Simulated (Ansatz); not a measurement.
Relaxed SiC (wurtzite):

```yaml
crystal:
  lattice:
    - [6.18384, 0.00000, 0.00000]
    - [-1.54596, 2.67768, 0.00000]
    - [0.00000, 0.00000, 5.07421]
  atoms:
    - { symbol: Si, position: [0.33333, 0.33333, 0.00052] }
    - { symbol: Si, position: [0.83333, 0.33333, 0.00052] }
    - { symbol: Si, position: [0.16667, 0.66667, 0.50052] }
    - { symbol: Si, position: [0.66667, 0.66667, 0.50052] }
    - { symbol: C, position: [0.33333, 0.33333, 0.62468] }
    - { symbol: C, position: [0.83333, 0.33333, 0.62468] }
    - { symbol: C, position: [0.16667, 0.66667, 0.12468] }
    - { symbol: C, position: [0.66667, 0.66667, 0.12468] }
```

A phonon eigenvector at M = (0.5, 0.0, 0.0) is frozen into this cell: atom i moves by Q times the vector below, so Q is the largest atomic displacement, in Å. The cell is held. (q is in reciprocal vectors of the primitive cell; the cell shown is doubled to hold the pattern.)

```csv
atom,x,y,z
Si1,0.041,0.023,-0.999
Si2,-0.041,-0.023,0.999
Si3,-0.041,-0.023,-0.999
Si4,0.041,0.023,0.999
C5,-0.156,-0.090,-0.652
C6,0.156,0.090,0.652
C7,0.156,0.090,-0.652
C8,-0.156,-0.090,0.652
```

Method: PBE (plane waves to 420 eV, PAW, scalar-relativistic; Ansatz, an electronic-structure program). k mesh 6×12×7 (Γ-centred), Fermi-Dirac smearing 0.05 eV. E stands for the smeared free energy. SiC was relaxed with its symmetry unable to fall. The PAW data are Ansatz's earlier set. The zero of ΔE is the undisplaced structure.

```
Q (Å)   ΔE (meV/cell)
------  -------------
-0.180            898
-0.120            402
-0.060            101
0.000               0
0.060             101
0.120             402
0.180             898
```

### Question
Which DFPT wavenumber at M = (0.5, 0.0, 0.0) belongs to this mode?
A) 539 cm⁻¹
B) 337 cm⁻¹
C) 823 cm⁻¹
D) 730 cm⁻¹

### Answer
B, 337 cm⁻¹. The curvature of the scan gives 337 cm⁻¹

(For displaced atoms, the force is minus the slope of the energy, and its curvature is a force constant, which sets phonon frequencies.)
